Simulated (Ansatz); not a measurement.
# SnO: energy along a strain

SnO, P4/nmm, a = 3.802 Å, c = 4.836 Å (as given, not relaxed at this level: 0.1 GPa, forces to 0.16 eV/Å). Ansatz: r2SCAN, PAW, 500 eV, Γ-centred 10×10×8 mesh on 4 atoms, Gaussian smearing 0.03 eV; no spin polarisation. Cell vectors (Å): 3.802 0.000 0.000; 0.000 3.802 0.000; 0.000 0.000 4.836. The cell is strained by x per cent times the pattern (1 -1 0 0 0 0) in the order xx yy zz yz xz xy (engineering shears), with fractional coordinates held. y is the free energy over the start, V0 = 17.476 Å³/atom. Symmetry makes y even in x. Points with a strain past 8.5 % were computed too (4) and aren't used here.

```
x (%) y (meV/atom)
-7.50         41.94
 0.00          0.00
 1.87          2.43
 3.75          9.90
 5.62             ?
```

**Question.** Fit y = c2 x² + c4 x⁴ to the other rows, get the stiffness along the pattern, and predict the missing energy.

**Answer.** Least squares on the rows shown. y = 0.69026 x² + 0.00098384 x⁴. The clamped-ion stiffness p·C·p = 2 × 6.903 eV × 160.2 / 17.476 Å³ = 127 GPa (second derivative at the start, which stands under stress). At x = 5.62 the fit asked for gives 22.78 meV/atom. The run gave 22.78 meV/atom, the same to the digits shown.

Cost: 9 runs of about 2.5 core-minutes in all, on Intel Xeon 6975P-C (Granite Rapids) (shared hosts).